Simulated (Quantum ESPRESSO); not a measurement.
A free-standing CdClOH monolayer (symmetry P3m1, slab cell 16.5 Å high) has a direct gap of 2.48 eV with norm-conserving PBEsol (Quantum ESPRESSO, 102 Ry, without SOC). After a biaxial strain (in the plane, atoms relaxed) the gap is direct, 2.56 eV.

Task: Which strain was applied?
(A) -3 %
(B) -1.5 %
(C) +3 %
(D) +5 %
(E) +1.5 %

Result: E, +1.5 %. Gaps found: -3 %: 2.27 eV (direct); -1.5 %: 2.37 eV (direct); 0 %: 2.48 eV (direct); 1.5 %: 2.56 eV (direct); 3 %: 2.64 eV (direct); 5 %: 2.72 eV (near tie).

This is a model layer cut from the bulk structure; whether it is stable on its own was not checked.
